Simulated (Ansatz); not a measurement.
## Structure map: energy, volume and gap of polymorphs

Screening note. Relaxing one composition in several structure types shows which are competitive, which pressure would favour, and how volume and gap change with structure.

GaSb, zinc blende serves as the reference. The reference is the lowest phase computed, which need not be the stable form in nature.

Levels of theory (Ansatz, a plane-wave PAW program): energy: PBE, total energy at 0 K with the change to a 700 eV cutoff added (comparable within one formula alone); volume per atom: PBE, relaxed cell; gap: PBE; bulk modulus: PBE, equation-of-state fit.

Model: ΔE = E − E_ref; ΔV = V − V_ref; temperature scale ΔE/k_B = 11.605 K/meV × ΔE.

| crystal | E (eV/atom) | V (Å³/atom) | gap (eV) | B₀ (GPa) | ΔE (meV/atom) | ΔV (Å³/atom) | ΔE/k_B (K) |
|---|---|---|---|---|---|---|---|
| GaSb, WC type, P-6m2 | −5133.662 | 25.23 | 0.00 | – | 259.0 | −4.76 | 3000 |
| GaSb, L1₀ or tetragonal B2 | −5133.635 | 24.43 | 0.00 | – | 286.0 | −5.56 | 3300 |
| GaSb, zinc blende, reference | −5133.921 | 29.99 | 0.00 | 44.6 | 0.0 | 0.00 | 0 |
| GaSb, rock salt | −5133.710 | 24.36 | 0.00 | 54.8 | 211.0 | −5.63 | 2400 |
| GaSb, NiAs type | −5133.698 | 24.47 | 0.00 | 52.9 | 223.0 | −5.52 | 2600 |
| GaSb, cinnabar type, P6₂22 | −5133.779 | 27.05 | 0.00 | 47.4 | 142.0 | −2.94 | 1600 |
| GaSb, PtS type, P4₂/mmc | −5133.460 | 30.78 | 0.00 | 23.6 | 461.0 | 0.79 | 5300 |
| GaSb, CsCl type | −5133.619 | 23.61 | 0.00 | 47.1 | 302.0 | −6.38 | 3500 |

Started from generated or typed cells, with no claim that the phase is known: GaSb, WC type, P-6m2; GaSb, L1₀ or tetragonal B2; GaSb, rock salt; GaSb, NiAs type; GaSb, cinnabar type, P6₂22; GaSb, PtS type, P4₂/mmc; GaSb, CsCl type. Runs started from generated or typed cells of the structure named: GaSb, zinc blende. No gap (0.00) means none at this level, which can close a small real gap. Spin–orbit coupling is left out unless named; in separate runs it moves the gap by GaSb, zinc blende −0.21 eV (r²SCAN).

Worked for GaSb, WC type, P-6m2:

ΔE = 1000 × (−5133.662 − (−5133.921)) = 259.0 meV/atom; ΔV = 25.23 − 29.99 = −4.76 Å³/atom; ΔE/k_B: 11.605 × 259.0 = 3000 K.

In order of ΔE, lowest first: GaSb, zinc blende (0.0 ± 5.0), GaSb, cinnabar type, P6₂22 (142.0 ± 5.0), GaSb, rock salt (211.0 ± 5.0), GaSb, NiAs type (223.0 ± 5.0), GaSb, WC type, P-6m2 (259.0 ± 5.0), GaSb, L1₀ or tetragonal B2 (286.0 ± 5.0), GaSb, CsCl type (302.0 ± 5.0), GaSb, PtS type, P4₂/mmc (461.0 ± 5.0). The ± follows from allowances picked for this note (energy 0.004 eV/atom, 3 meV/atom on the figure itself), carried to first order and added in quadrature, each row's own inputs moving alone; ≈ joins neighbours closer than their two ± added in quadrature.

Denser than the reference, so favoured by pressure; with fixed volumes the enthalpies cross at P ≈ 0.1602 ΔE/|ΔV|: GaSb, rock salt 0.1602 × 211.0/5.63 = 6.0 GPa, GaSb, NiAs type 0.1602 × 223.0/5.52 = 6.5 GPa, GaSb, CsCl type 0.1602 × 302.0/6.38 = 7.6 GPa, GaSb, cinnabar type, P6₂22 0.1602 × 142.0/2.94 = 7.7 GPa. Each is against the reference alone, so another phase may come first, and differences in compressibility move them.

Vibrational free energy is left out, and phases that were not computed could lie lower. Rows are a sample of the computed phases of this formula. Limits of the draw: a spread of over 30 meV/atom, none over 0.9 eV/atom above the reference, within 8 meV/atom of the lowest or within 3 meV/atom of a neighbour. As a rule kept out of such tables: 4f compounds, open-shell compounds run without a Hubbard term, cells found unstable in the tests at hand, cells close to a higher symmetry, and runs set to a pressure or over 12 % in volume from the crystal's fullest run. A dash marks a value that is not given here.
